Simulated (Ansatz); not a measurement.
The start is a generated cell, Si2W built in the fluorite structure type. The structure is fully relaxed (lattice and positions, P = 0) with r2SCAN (plane waves to 500 eV, PAW, scalar-relativistic; Ansatz, a quantum-chemistry and plane-wave program). The first steps use a coarse 7×7×7 k-mesh.

Initial structure:
```
Si2W
1.0
    0.00000     3.05713     3.05713
    3.05713     0.00000     3.05713
    3.05713     3.05713     0.00000
W Si
1 2
Cartesian
  0.00000   0.00000   0.00000
  1.52856   1.52856   1.52856
  4.58569   4.58569   4.58569
```

Q: What pressure does the first self-consistent step give?

A: -15 GPa (negative: the cell is under tension).

Q: How much energy is released per atom?

A: 0.12 eV/atom.

Q: How does the volume change?

A: -12.1 %, from 19.05 to 16.74 Å³/atom.

Q: How do the shortest distances between atoms change?

A: The closest pairs of elements (up to four, under 3.6 Å), start → end: Si–W 2.65 → 2.54 Å; Si–Si 3.06 → 2.93 Å.

Q: Write out the relaxed structure.

A: 
Space group Fm-3m (No. 225); a = 5.8561 Å, b = 5.8561 Å, c = 5.8561 Å, α = 90.00°, β = 90.00°, γ = 90.00°

```
atom  site  symmetry       x       y       z
----  ----  --------  ------  ------  ------
W       4a      m-3m  0.0000  0.0000  0.0000
Si      8c      -43m  0.2500  0.2500  0.2500
```
(The calculation used a cell of 3 atoms; values per cell refer to that cell.)

The space group stays Fm-3m (No. 225) (the run could not lower it); the end is AFLOW prototype AB2_cF12_225_a_c (C1, as in CaF2), with 3 atoms in the primitive cell. Final values are on a 14×14×14 k-mesh of the relaxed cell. No spin polarisation in the result.

The run could not lose the symmetry of its start: the end is stationary, and may be a saddle point rather than a minimum.

All atoms sit on sites fixed by symmetry, so only the cell could relax.

The relaxed structure here is a generated cell of Si2W: the first start was made by placing the elements on the sites of a structure type, and the end was not matched to a known phase here, so it may be hypothetical. Known forms of Si2W include space group No. 139.
